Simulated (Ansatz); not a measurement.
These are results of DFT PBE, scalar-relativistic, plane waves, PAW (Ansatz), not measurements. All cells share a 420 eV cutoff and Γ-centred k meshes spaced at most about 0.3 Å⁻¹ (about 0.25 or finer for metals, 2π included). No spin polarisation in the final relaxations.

These are static total energies at zero pressure.

Compare these two cells of Sc2Si2Se, each relaxed at this level.

A.

```cif
data_structure
_symmetry_space_group_name_H-M 'I4/mmm'
_symmetry_Int_Tables_number 139
_cell_length_a 3.5429
_cell_length_b 3.5429
_cell_length_c 14.8429
_cell_angle_alpha 90.000
_cell_angle_beta 90.000
_cell_angle_gamma 90.000
_cell_volume 186.31
loop_
_atom_site_label
_atom_site_type_symbol
_atom_site_symmetry_multiplicity
_atom_site_Wyckoff_symbol
_atom_site_fract_x
_atom_site_fract_y
_atom_site_fract_z
_atom_site_occupancy
Sc1 Sc 4 e 0.00000 0.00000 0.39320 1
Si1 Si 4 d 0.00000 0.50000 0.25000 1
Se1 Se 2 a 0.00000 0.00000 0.00000 1
```

B.

```cif
data_structure
_symmetry_space_group_name_H-M 'P-6m2'
_symmetry_Int_Tables_number 187
_cell_length_a 3.4589
_cell_length_b 3.4589
_cell_length_c 9.7809
_cell_angle_alpha 90.000
_cell_angle_beta 90.000
_cell_angle_gamma 120.000
_cell_volume 101.34
loop_
_atom_site_label
_atom_site_type_symbol
_atom_site_symmetry_multiplicity
_atom_site_Wyckoff_symbol
_atom_site_fract_x
_atom_site_fract_y
_atom_site_fract_z
_atom_site_occupancy
Sc1 Sc 2 h 0.33333 0.66667 0.81658 1
Si1 Si 2 g 0.00000 0.00000 0.38061 1
Se1 Se 1 e 0.66667 0.33333 0.00000 1
```

Task: Which is lower in energy, and by how much?

Result: A is lower, by 282 meV/atom. A has space group I4/mmm (No. 139), 18.6 Å³/atom and no gap on its mesh; B has space group P-6m2 (No. 187), 20.3 Å³/atom and no gap. Counting Se or Si atoms around Sc (for each partner element, those within 1.25 times its shortest distance or 1.15 times the sum of covalent radii, where it is the nearest in units of that sum or under 1.3), A has Sc 8 and B has Sc 6. A holds Si–Si nets (shortest 2.51 Å); B holds Si–Si pairs (shortest 2.34 Å). The denser one is the lower, and pressure would at first widen the difference. In A, Sc is surrounded by 4 Si at 2.77 Å, 4 Se at 2.96 Å, 1 Sc at 3.17 Å and 4 Sc at 3.54 Å; Si has 4 Si at 2.51 Å and 4 Sc at 2.77 Å; Se is surrounded by 8 Sc at 2.96 Å. In B, Sc is surrounded by 3 Se at 2.68 Å and 3 Si at 2.78 Å; Si is surrounded by 1 Si at 2.34 Å and 3 Sc at 2.78 Å; around Se lie 6 Sc at 2.68 Å. Both come from invented guesses. A third cell relaxed alike, in P-3m1, lies 130 meV/atom below the lower of the two.

Cells relaxed within their symmetry can be saddle points.
